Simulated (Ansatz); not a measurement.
## Phonon dispersion of AlCu₅

The calculation used DFT PBE, scalar-relativistic, plane waves, PAW in Ansatz. Settings: 420 eV plane-wave cutoff, Γ-centred 16×10×6 mesh, Fermi-Dirac smearing of 0.15 eV. No spin polarisation. Phonons by linear response, acoustic sum rule imposed.

Equilibrium structure at this level:
```
CELL_PARAMETERS angstrom
2.67497 0.00000 0.00000
0.00000 3.54152 0.00000
0.00000 0.00000 7.85693
ATOMIC_POSITIONS crystal
Al 0.50000 0.50000 0.00000
Cu 0.00000 0.00000 0.82971
Cu 0.00000 0.00000 0.17029
Cu 0.50000 0.50000 0.33630
Cu 0.00000 0.00000 0.50000
Cu 0.50000 0.50000 0.66370
```

The structure comes from a generated guess, relaxed at this level; another structure or a mixture of phases may lie lower. In a metal, frequencies and elastic constants depend on the k mesh and the smearing, soft modes and shear constants most. Some empty bands missed the eigensolver's threshold. The q mesh is coarse, so values between its points are rough.

Force constants from linear response on a 4×2×1 q mesh.

Path: Γ–X–S–Y–Γ–Z–U–R–T–Z | X–U | Y–T | S–R. Only the points of the 4×2×1 mesh were computed; the rest is interpolation, which is rough on so few points. On the mesh no mode is imaginary. Distance along the path (Å⁻¹), then the branches (cm⁻¹, negative for imaginary):
```
0.000  0 0 0 86 92 112 131 150 164 168 169 188 195 198 217 219 275 278
0.294  32 50 71 95 107 118 136 149 162 169 174 192 192 198 213 247 272 276
0.587  66 94 112 115 131 132 146 148 161 167 184 184 201 203 203 262 270 315
0.881  99 128 131 132 142 144 148 158 161 171 173 186 192 211 211 250 264 377
1.174  123 127 138 139 147 154 154 156 164 164 166 182 195 215 216 245 262 402
1.396  123 126 135 137 138 148 148 155 159 166 171 190 201 211 214 252 259 400
1.618  117 119 124 125 129 140 143 153 167 168 183 191 208 209 210 252 263 398
1.840  93 102 124 125 126 133 144 151 168 177 184 194 200 211 216 243 272 395
2.062  82 96 123 123 128 129 145 150 168 181 184 195 199 212 218 238 276 394
2.355  84 96 116 122 126 131 136 142 166 175 184 188 204 211 213 249 277 372
2.649  93 100 104 113 121 126 128 134 152 156 163 189 206 211 214 267 282 314
2.942  100 104 105 106 115 122 126 130 132 138 146 175 195 218 221 245 282 285
3.236  101 103 106 106 118 119 125 125 126 131 144 172 188 203 224 224 285 288
3.458  90 94 102 103 111 114 127 128 137 143 147 157 203 206 220 220 284 287
3.679  72 72 93 96 100 104 107 144 152 155 156 169 202 212 212 221 280 284
3.901  37 37 53 90 96 104 118 149 162 169 175 177 190 202 217 221 277 280
4.123  0 0 0 86 92 112 131 150 164 168 169 188 195 198 217 219 275 278
4.223  11 16 27 78 100 106 136 148 158 166 174 190 193 198 218 219 275 278
4.323  23 32 53 67 94 109 143 143 145 167 177 188 192 198 218 220 275 279
4.423  34 48 56 77 81 118 126 137 153 169 180 183 191 199 218 222 275 280
4.523  45 46 58 71 93 112 123 133 157 170 180 181 190 200 218 223 274 280
4.816  65 72 74 87 110 123 124 138 157 169 177 179 192 202 219 247 271 278
5.110  92 93 104 115 130 133 150 152 159 168 173 177 195 206 208 262 273 315
5.404  112 117 133 136 140 141 149 160 160 172 180 187 187 199 215 250 267 377
5.697  126 134 135 137 146 153 153 156 164 164 166 191 195 199 218 245 264 402
5.919  125 128 133 134 145 146 152 159 160 162 171 190 198 202 217 251 262 400
6.141  115 118 119 128 142 149 150 151 157 167 175 183 209 209 212 255 263 398
6.363  102 102 110 123 139 143 147 155 160 174 179 179 203 217 217 246 272 395
6.584  96 96 105 121 138 141 147 154 166 172 177 191 192 219 220 242 275 394
6.878  94 94 103 115 139 143 146 147 160 165 170 188 205 214 215 251 277 372
7.172  95 95 102 108 124 130 142 143 144 149 167 182 205 208 215 269 282 314
7.465  104 105 106 107 108 111 130 132 134 136 151 184 195 208 219 244 284 286
7.759  96 100 112 114 119 121 122 122 125 132 133 191 193 203 208 220 286 290
7.981  90 94 104 105 106 108 125 128 142 146 150 181 181 206 214 223 285 289
8.202  67 69 79 82 124 126 128 131 147 153 159 164 181 212 219 222 281 286
8.424  56 57 58 61 116 123 124 133 147 162 167 176 189 212 217 221 276 282
8.646  45 46 58 71 93 112 123 133 157 170 180 181 190 200 218 223 274 280
8.696  123 127 138 139 147 154 154 156 164 164 166 183 195 215 216 245 262 402
8.796  124 128 138 139 147 154 154 156 164 164 166 185 194 212 216 245 262 402
8.896  125 130 137 138 146 153 153 156 164 164 166 189 192 207 217 245 264 402
8.996  126 133 136 137 146 153 153 156 164 164 166 191 194 201 218 245 264 402
9.046  101 103 106 106 118 119 125 125 126 131 144 172 188 203 224 224 285 288
9.146  100 102 107 107 119 119 125 125 126 132 142 175 188 203 222 223 286 288
9.246  98 101 109 110 119 119 124 124 125 132 138 182 189 203 218 222 286 289
9.346  96 100 111 113 119 120 123 123 125 132 134 189 191 203 212 220 286 290
9.446  96 100 112 114 119 121 122 122 125 132 133 191 193 203 208 220 286 290
9.496  83 96 123 123 128 128 146 151 167 180 184 195 198 212 218 238 276 394
9.596  85 96 122 122 126 131 152 153 162 177 187 193 194 215 218 239 275 394
9.695  90 96 114 122 131 136 153 155 161 172 186 190 193 218 219 241 275 394
9.796  94 96 107 121 136 140 148 154 167 169 179 191 192 219 220 241 275 394
```
